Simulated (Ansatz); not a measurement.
SnSe as a free-standing sheet: computed properties

SnSe:
```yaml
crystal:
  lattice:
    - [4.19271, 0.00000, 0.00000]
    - [0.00000, 4.19271, 0.00000]
    - [0.00000, 0.00000, 32.00000]
  atoms:
    - { symbol: Sn, position: [0.50000, 0.00000, 0.54201] }
    - { symbol: Se, position: [0.50000, 0.00000, 0.45844] }
    - { symbol: Sn, position: [0.00000, 0.50000, 0.45799] }
    - { symbol: Se, position: [0.00000, 0.50000, 0.54156] }
```
The layer is periodic in x and y and isolated along z.

Method: LDA (plane waves, PAW; program Ansatz). Lattice and atoms are relaxed at this level; other levels are named.

**Structure**

| Item | Result |
|---|---|
| In-plane lattice | a = 4.193 Å |
| Distance between the outermost nuclei | 2.69 Å |

**Electronic structure**

| Property | Value |
|---|---|
| Band gap | 0.58 eV (direct) |
| Valence-band maximum | on the Γ–X line, 82 % of the way from Γ |
| Conduction-band minimum | on the Γ–X line, 83 % of the way from Γ |
| Ionisation potential (Kohn–Sham) | 4.26 eV |
| Electron affinity (Kohn–Sham) | 3.69 eV |
| Electron effective mass, in the valley on the Γ–X line, 83 % of the way from Γ | 0.11 along x, 0.063 along y (mₑ) |
| Hole effective mass, in the valley on the Γ–X line, 82 % of the way from Γ | 0.068 mₑ |

Space group P4/nmm (square). The layer was cut from a bulk entry of the Materials Project (measured or hypothetical); whether that bulk phase is the ambient one, and whether the layer has been isolated, was not checked. Symmetry was held in the LDA relaxation; its stability against distortions is not shown here. Spin–orbit coupling is left out wherever it is not named.

Potentials: the later of the program's two PAW sets.
